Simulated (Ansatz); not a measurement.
ZnNi (P4/mmm): electronic heat capacity and spin susceptibility from the density of states

Theory: DFT r2SCAN, scalar-relativistic, plane waves, PAW in Ansatz.

Settings: cutoff 500 eV, Γ-centred mesh 16×16×14 on the computed 2-atom cell, Gaussian smearing of 0.10 eV; no spin polarisation.

Relaxed cell: P4/mmm, a = 2.693 Å, b = 2.693 Å, c = 3.189 Å, α = 90.00°, β = 90.00°, γ = 90.00°, 2 atoms in the primitive cell. Whether it is the stable form of this composition wasn't checked.

The density of states at the Fermi level is 0.543 states/eV in the cell of 2 atoms (1 formula unit; both spins, tetrahedra on a 24×24×21 mesh).

Problem. What Sommerfeld coefficient and Pauli susceptibility does this give?

Solution. Per formula unit N(E_F) = 0.543 states/eV. γ = (π²/3) k_B² N(E_F) N_A = 2.357 mJ/(mol K²) per state/eV, so γ = 1.3 mJ/(mol K²), a mole of formula units. χ_P = μ_B² N(E_F) N_A = 3.23×10⁻⁵ emu/mol per state/eV gives 1.8×10⁻⁵ emu/mol. This is the bare band result: a measured γ of the same phase is as a rule larger by a factor 1 + λ from phonons and spin fluctuations, the spin part of χ is larger by the Stoner factor, and a measured χ also holds orbital and core terms. N(E_F) at one energy is sensitive to the mesh where the density of states has sharp peaks.

A ferromagnetic start lost its moments in a first run, so spin was left out; other magnetic orders weren't tried.